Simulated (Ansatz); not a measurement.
Zn3N2:
```cif
data_N32Zn48
_chemical_formula_sum 'Zn48 N32'
_space_group_name_H-M_alt 'Ia-3'
_space_group_IT_number 206
_space_group_name_Hall '-I 2b 2c 3'
_cell_length_a 9.68828
_cell_length_b 9.68828
_cell_length_c 9.68828
_cell_angle_alpha 90.000
_cell_angle_beta 90.000
_cell_angle_gamma 90.000
loop_
_atom_site_label
_atom_site_type_symbol
_atom_site_symmetry_multiplicity
_atom_site_Wyckoff_symbol
_atom_site_fract_x
_atom_site_fract_y
_atom_site_fract_z
_atom_site_occupancy
Zn1 Zn 48 e 0.10121 0.35008 0.12733 1
N1 N 24 d 0.00000 0.25000 0.48015 1
N2 N 8 b 0.25000 0.25000 0.25000 1
```
(The calculation used a cell of 40 atoms; values per cell refer to that cell.)

Relaxed with PBEsol.

Q: Which orbitals make up the states near the Fermi level in PBEsol (plane waves, PAW; program Ansatz)?

A: Within 0.5 eV of the Fermi level: N 2p 81 %, Zn 3d 15 %. Projections are on Löwdin-orthogonalised atomic valence shells; empty p or d shells of many metals are not among them.

Q: Tabulate the density of states.

A: States/eV per cell of 40 atoms, in 0.25 eV bins, energy from the Fermi level.

```
E (eV)   total   Zn 3d   N 2p  Zn 4s
------  ------  ------  -----  -----
-7.85    22.40   12.12   6.70   3.38
-7.60    38.80   22.23  10.83   5.21
-7.35    46.63   29.63  11.74   4.67
-7.10    89.79   70.34  16.24   2.72
-6.85    93.77   76.85  14.72   1.76
-6.60   118.44  106.52  10.23   1.08
-6.35   143.21  135.65   5.45   1.14
-6.10   171.60  166.86   3.24   0.83
-5.85   156.77  153.35   1.96   0.81
-5.60    74.45   70.40   1.38   0.74
-5.35     6.46    5.52   0.36   0.19
-5.10    14.18    8.83   3.22   1.42
-4.85    14.58    7.37   4.68   1.60
-4.60    19.70    8.97   6.97   2.30
-4.35    16.00    6.71   6.10   1.95
-4.10    18.31    7.81   6.80   2.69
-3.85    15.42    5.81   6.23   2.07
-3.60    20.47    6.62   9.32   2.64
-3.35    15.43    4.23   7.81   1.95
-3.10    20.26    4.84  11.36   2.21
-2.85    19.76    4.21  11.88   1.71
-2.60    22.00    4.12  14.41   1.49
-2.35    20.46    3.65  13.65   1.22
-2.10    21.82    3.57  15.35   1.23
-1.85    24.15    3.91  17.27   1.15
-1.60    22.92    3.58  16.97   0.84
-1.35    22.70    3.45  17.21   0.65
-1.10    22.17    3.33  17.18   0.49
-0.85    22.03    3.27  17.47   0.33
-0.60    16.91    2.50  13.59   0.17
-0.35     9.41    1.41   7.68   0.04
-0.10     3.01    0.45   2.49   0.00
0.15      0.02    0.00   0.01   0.00
0.40      0.11    0.01   0.05   0.03
0.65      0.26    0.02   0.11   0.07
0.90      0.46    0.02   0.20   0.13
1.15      0.74    0.03   0.30   0.22
1.40      1.08    0.04   0.42   0.34
1.65      1.51    0.04   0.57   0.51
1.90      2.26    0.06   0.81   0.81
2.15      2.95    0.06   0.87   1.02
2.40      5.45    0.11   1.34   1.92
2.65      9.05    0.15   1.84   3.45
2.90     11.18    0.17   2.19   4.31
3.15     13.61    0.20   2.49   5.23
3.40     14.19    0.19   2.54   5.50
3.65     13.54    0.17   2.31   5.12
3.90     12.75    0.16   2.03   4.54
4.15     13.82    0.16   2.03   4.65
4.40     12.39    0.13   1.65   3.56
4.65      8.21    0.08   1.18   2.44
```

Symmetry was held in the PBEsol relaxation.

Potentials: the later of the program's two PAW sets.
